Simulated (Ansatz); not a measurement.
The relaxed structure here is a generated cell of WS2: the first start was made by placing the elements on the sites of a structure type, and the end was not matched to a known phase here, so it may be hypothetical. Known forms of WS2 include space group No. 194.

One starting cell of WS2 (a generated cell, WS2 built in the AFLOW prototype A2B_tP6_129_ac_c (C38, as in Cu2Sb)) was relaxed twice with Ansatz (plane waves, PAW, scalar-relativistic): with r2SCAN at 500 eV and with PBE at 420 eV. The r2SCAN result:

```cif
data_S4W2
_chemical_formula_sum 'S4 W2'
_space_group_name_H-M_alt 'P 1'
_space_group_IT_number 1
_cell_length_a 3.92939
_cell_length_b 3.92939
_cell_length_c 6.31608
_cell_angle_alpha 90.000
_cell_angle_beta 90.000
_cell_angle_gamma 90.000
loop_
_space_group_symop_operation_xyz
  'x, y, z'
loop_
_atom_site_label
_atom_site_type_symbol
_atom_site_fract_x
_atom_site_fract_y
_atom_site_fract_z
_atom_site_occupancy
S1 S 0.00000 0.00000 0.00000 1
S2 S 0.50000 0.50000 0.00000 1
S3 S 0.50000 0.00000 0.38767 1
S4 S 0.00000 0.50000 0.61233 1
W1 W 0.50000 0.00000 0.77770 1
W2 W 0.00000 0.50000 0.22230 1
```

```json
[
 {"quantity": "space group", "r2SCAN": "P4/nmm", "PBE": "P4/nmm"},
 {"quantity": "volume (Å³/atom)", "r2SCAN": "16.25", "PBE": "16.30"},
 {"quantity": "a (Å)", "r2SCAN": "3.929", "PBE": "3.930"},
 {"quantity": "c (Å)", "r2SCAN": "6.316", "PBE": "6.332"},
 {"quantity": "gap (eV, no spin-orbit coupling)", "r2SCAN": "0.00", "PBE": "0.00"}
]
```

Both levels end in the same structure; PBE's volume is within 0.5 % of r2SCAN's. Neither column is exact.

No spin polarisation in the result.

The run could not lose the symmetry of its start: the end is stationary, and may be a saddle point rather than a minimum.

Ansatz is an electronic-structure program.
